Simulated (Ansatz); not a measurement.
One starting cell of PbSe (a generated cell, PbSe placed in the AFLOW prototype AB_tP8_136_g_f (as in BeO)) was relaxed twice with Ansatz (plane waves, PAW, scalar-relativistic): with r2SCAN at 500 eV and with PBE at 420 eV. The r2SCAN result:

```cif
data_Pb4Se4
_chemical_formula_sum 'Pb4 Se4'
_space_group_name_H-M_alt 'Fm-3m'
_space_group_IT_number 225
_space_group_name_Hall '-F 4 2 3'
_cell_length_a 6.17738
_cell_length_b 6.17738
_cell_length_c 6.17738
_cell_angle_alpha 90.000
_cell_angle_beta 90.000
_cell_angle_gamma 90.000
loop_
_atom_site_label
_atom_site_type_symbol
_atom_site_symmetry_multiplicity
_atom_site_Wyckoff_symbol
_atom_site_fract_x
_atom_site_fract_y
_atom_site_fract_z
_atom_site_occupancy
Pb1 Pb 4 a 0.00000 0.00000 0.00000 1
Se1 Se 4 b 0.50000 0.50000 0.50000 1
```
(The calculation used a cell of 2 atoms; values per cell refer to that cell.)

| quantity | r2SCAN | PBE |
|---|---|---|
| space group | Fm-3m | Fm-3m |
| volume (Å³/atom) | 29.47 | [?] |
| a (Å) | 6.177 | [?] |
| gap (eV, no spin-orbit coupling) | 0.67 | [?] |

Problem. What does PBE give for the same quantities?

Solution. 
- volume (Å³/atom), PBE: 30.04
- a (Å), PBE: 6.217
- gap (eV, no spin-orbit coupling), PBE: 0.44

Both levels end in the same structure; PBE's volume is 2.0 % larger; its gap is 0.23 eV smaller. Neither column is exact.

No spin polarisation in the result. Without spin-orbit coupling the bands of the heavy element are not split, so the gap can be far off.

The run could not lose the symmetry of its start; a randomly shaken copy of 4 atoms returns to this structure.

Ansatz is a quantum-chemistry and plane-wave program.
